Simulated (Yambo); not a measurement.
Absorption of Sr2OsH6 (space group Fm-3m, No. 225) with and without the electron-hole interaction (Yambo, PBEsol bands; 6×6×6 mesh, 6 valence and 6 conduction bands, static screening with 61 bands and a 3 Ry block, scissor 1.28 eV, Tamm-Dancoff; field along x).

```json
[
 {"E (eV)": "1.96", "Im ε, BSE": "0.07", "Im ε, independent quasiparticles": "0.04"},
 {"E (eV)": "2.06", "Im ε, BSE": "0.07", "Im ε, independent quasiparticles": "0.04"},
 {"E (eV)": "2.16", "Im ε, BSE": "0.07", "Im ε, independent quasiparticles": "0.05"},
 {"E (eV)": "2.26", "Im ε, BSE": "0.08", "Im ε, independent quasiparticles": "0.05"},
 {"E (eV)": "2.36", "Im ε, BSE": "0.09", "Im ε, independent quasiparticles": "0.05"},
 {"E (eV)": "2.46", "Im ε, BSE": "0.09", "Im ε, independent quasiparticles": "0.05"},
 {"E (eV)": "2.56", "Im ε, BSE": "0.10", "Im ε, independent quasiparticles": "0.06"},
 {"E (eV)": "2.67", "Im ε, BSE": "0.11", "Im ε, independent quasiparticles": "0.06"},
 {"E (eV)": "2.77", "Im ε, BSE": "0.12", "Im ε, independent quasiparticles": "0.06"},
 {"E (eV)": "2.87", "Im ε, BSE": "0.13", "Im ε, independent quasiparticles": "0.07"},
 {"E (eV)": "2.97", "Im ε, BSE": "0.15", "Im ε, independent quasiparticles": "0.07"},
 {"E (eV)": "3.07", "Im ε, BSE": "0.17", "Im ε, independent quasiparticles": "0.08"},
 {"E (eV)": "3.17", "Im ε, BSE": "0.19", "Im ε, independent quasiparticles": "0.08"},
 {"E (eV)": "3.27", "Im ε, BSE": "0.23", "Im ε, independent quasiparticles": "0.09"},
 {"E (eV)": "3.37", "Im ε, BSE": "0.27", "Im ε, independent quasiparticles": "0.10"},
 {"E (eV)": "3.47", "Im ε, BSE": "0.35", "Im ε, independent quasiparticles": "0.11"},
 {"E (eV)": "3.57", "Im ε, BSE": "0.45", "Im ε, independent quasiparticles": "0.12"},
 {"E (eV)": "3.67", "Im ε, BSE": "0.56", "Im ε, independent quasiparticles": "0.14"},
 {"E (eV)": "3.77", "Im ε, BSE": "0.75", "Im ε, independent quasiparticles": "0.17"},
 {"E (eV)": "3.87", "Im ε, BSE": "1.12", "Im ε, independent quasiparticles": "0.21"},
 {"E (eV)": "3.97", "Im ε, BSE": "1.69", "Im ε, independent quasiparticles": "0.25"},
 {"E (eV)": "4.07", "Im ε, BSE": "2.28", "Im ε, independent quasiparticles": "0.30"},
 {"E (eV)": "4.17", "Im ε, BSE": "2.55", "Im ε, independent quasiparticles": "0.40"},
 {"E (eV)": "4.27", "Im ε, BSE": "2.06", "Im ε, independent quasiparticles": "0.54"},
 {"E (eV)": "4.38", "Im ε, BSE": "1.71", "Im ε, independent quasiparticles": "0.60"},
 {"E (eV)": "4.48", "Im ε, BSE": "1.59", "Im ε, independent quasiparticles": "0.65"},
 {"E (eV)": "4.58", "Im ε, BSE": "1.61", "Im ε, independent quasiparticles": "0.80"},
 {"E (eV)": "4.68", "Im ε, BSE": "1.91", "Im ε, independent quasiparticles": "1.05"},
 {"E (eV)": "4.78", "Im ε, BSE": "2.65", "Im ε, independent quasiparticles": "1.30"},
 {"E (eV)": "4.88", "Im ε, BSE": "4.06", "Im ε, independent quasiparticles": "1.55"},
 {"E (eV)": "4.98", "Im ε, BSE": "5.01", "Im ε, independent quasiparticles": "1.67"},
 {"E (eV)": "5.08", "Im ε, BSE": "5.49", "Im ε, independent quasiparticles": "1.76"},
 {"E (eV)": "5.18", "Im ε, BSE": "5.81", "Im ε, independent quasiparticles": "1.83"},
 {"E (eV)": "5.28", "Im ε, BSE": "5.23", "Im ε, independent quasiparticles": "1.91"},
 {"E (eV)": "5.38", "Im ε, BSE": "5.36", "Im ε, independent quasiparticles": "2.28"},
 {"E (eV)": "5.48", "Im ε, BSE": "5.97", "Im ε, independent quasiparticles": "2.92"},
 {"E (eV)": "5.58", "Im ε, BSE": "6.29", "Im ε, independent quasiparticles": "3.31"},
 {"E (eV)": "5.68", "Im ε, BSE": "6.64", "Im ε, independent quasiparticles": "3.24"},
 {"E (eV)": "5.78", "Im ε, BSE": "6.85", "Im ε, independent quasiparticles": "3.35"},
 {"E (eV)": "5.88", "Im ε, BSE": "7.00", "Im ε, independent quasiparticles": "3.72"},
 {"E (eV)": "5.98", "Im ε, BSE": "6.06", "Im ε, independent quasiparticles": "4.12"},
 {"E (eV)": "6.08", "Im ε, BSE": "5.14", "Im ε, independent quasiparticles": "4.37"},
 {"E (eV)": "6.19", "Im ε, BSE": "5.19", "Im ε, independent quasiparticles": "4.56"},
 {"E (eV)": "6.29", "Im ε, BSE": "4.98", "Im ε, independent quasiparticles": "4.70"},
 {"E (eV)": "6.39", "Im ε, BSE": "4.72", "Im ε, independent quasiparticles": "5.24"},
 {"E (eV)": "6.49", "Im ε, BSE": "4.39", "Im ε, independent quasiparticles": "5.18"},
 {"E (eV)": "6.59", "Im ε, BSE": "4.10", "Im ε, independent quasiparticles": "5.50"},
 {"E (eV)": "6.69", "Im ε, BSE": "3.54", "Im ε, independent quasiparticles": "6.32"},
 {"E (eV)": "6.79", "Im ε, BSE": "3.33", "Im ε, independent quasiparticles": "6.58"},
 {"E (eV)": "6.89", "Im ε, BSE": "3.58", "Im ε, independent quasiparticles": "6.74"},
 {"E (eV)": "6.99", "Im ε, BSE": "3.42", "Im ε, independent quasiparticles": "6.73"},
 {"E (eV)": "7.09", "Im ε, BSE": "3.25", "Im ε, independent quasiparticles": "5.91"},
 {"E (eV)": "7.19", "Im ε, BSE": "3.15", "Im ε, independent quasiparticles": "5.11"},
 {"E (eV)": "7.29", "Im ε, BSE": "2.88", "Im ε, independent quasiparticles": "4.66"}
]
```

The scissor comes from a G0W0 run whose convergence isn't established. Broadening 0.15 eV. The band window holds all transitions up to 7.3 eV. Fine structure above the onset can come from the mesh.

Without spin-orbit coupling, band edges of such heavy elements can be off by tenths of an eV.

Geometry of the Materials Project entry, not relaxed at this level; primitive cell a = b = c = 5.391 Å, α = β = γ = 60.00°.

The structure is a Materials Project entry; no match was found in the copy of COD used, and its stability was not checked.
